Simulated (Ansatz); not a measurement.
Mg₂Si:
```yaml
crystal:
  lattice:
    - [0.00000, 3.13003, 3.13003]
    - [3.13003, 0.00000, 3.13003]
    - [3.13003, 3.13003, 0.00000]
  atoms:
    - { symbol: Si, position: [0.00000, 0.00000, 0.00000] }
    - { symbol: Mg, position: [0.25000, 0.25000, 0.25000] }
    - { symbol: Mg, position: [0.75000, 0.75000, 0.75000] }
```

Relaxed with LDA. Special points in fractions of this cell's reciprocal vectors: Γ (0.000, 0.000, 0.000); X (0.500, 0.000, 0.500); U (0.625, 0.250, 0.625); K (0.375, 0.375, 0.750); L (0.500, 0.500, 0.500); W (0.500, 0.250, 0.750).

List the band energies nearest the valence-band maximum at these points for the program Ansatz at the LDA level (PAW).

In eV from the valence-band maximum; about four levels below and three above (degenerate sets whole), none deeper than 8.9 eV; points with the same levels are listed once.

| k | below | above |
|---|---|---|
| Γ | 0.00 0.00 0.00 | 1.99 2.57 2.57 2.57 |
| X | -7.21 -4.57 -2.00 -2.00 | 0.11 0.37 8.06 8.06 |
| U | -7.23 -4.14 -3.56 -1.67 | 0.64 3.00 5.93 |
| L | -7.80 -4.92 -0.72 -0.72 | 1.30 2.53 2.53 |
| W | -7.16 -3.71 -3.71 -2.76 | 2.66 3.61 3.61 |

Space group Fm-3m (fluorite or antifluorite type). The LDA relaxation kept the symmetry of its start; phonons on a q-mesh show no instability.

Potentials: the later of the program's two PAW sets.
